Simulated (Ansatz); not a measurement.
Thermal properties of TaGeW₆ from its phonons

These are results of Ansatz, DFT PBE, scalar-relativistic, plane waves, PAW, not measurements. Settings: 420 eV plane-wave cutoff, Γ-centred 10×10×4 mesh, Gaussian smearing of 0.10 eV. No spin polarisation. Phonons by linear response, acoustic sum rule imposed.

Relaxed structure:
```cif
data_structure
_symmetry_space_group_name_H-M 'P4mm'
_symmetry_Int_Tables_number 99
_cell_length_a 3.2476
_cell_length_b 3.2476
_cell_length_c 12.2797
_cell_angle_alpha 90.000
_cell_angle_beta 90.000
_cell_angle_gamma 90.000
_cell_volume 129.51
loop_
_atom_site_label
_atom_site_type_symbol
_atom_site_symmetry_multiplicity
_atom_site_Wyckoff_symbol
_atom_site_fract_x
_atom_site_fract_y
_atom_site_fract_z
_atom_site_occupancy
Ta1 Ta 1 a 0.00000 0.00000 0.00626 1
Ge1 Ge 1 b 0.50000 0.50000 0.13021 1
W1 W 1 b 0.50000 0.50000 0.62294 1
W2 W 1 a 0.00000 0.00000 0.75134 1
W3 W 1 a 0.00000 0.00000 0.24486 1
W4 W 1 b 0.50000 0.50000 0.36942 1
W5 W 1 b 0.50000 0.50000 0.87753 1
W6 W 1 a 0.00000 0.00000 0.49744 1
```

The cell was found from a proposed guess, not taken from experiment. In a metal, frequencies and elastic constants depend on the k mesh and the smearing, soft modes and shear constants most. Spin–orbit coupling is left out, which matters for heavy elements. The q mesh is coarse, so values between its points are rough.

Force constants from linear response on a 2×2×1 q mesh, interpolated to a fine mesh.

Question: What is the zero-point energy per atom?

Answer: 26.2 meV.

Question: How large are the vibrational entropy and heat capacity at 300 K?

Answer: S = 4.41 k_B and C_V = 2.88 k_B per atom, 96 % of the Dulong–Petit value.

Question: Tabulate them against temperature.

Answer:
```csv
T (K),F_vib (meV/atom),S (k_B/atom),C_V (k_B/atom)
100,21.4,1.55,2.13
200,0.1,3.27,2.74
300,-33.3,4.41,2.88
400,-75.1,5.25,2.93
500,-123.2,5.90,2.96
600,-176.5,6.44,2.97
700,-234.1,6.90,2.98
800,-295.3,7.30,2.98
900,-359.7,7.65,2.99
1000,-427.1,7.97,2.99
```
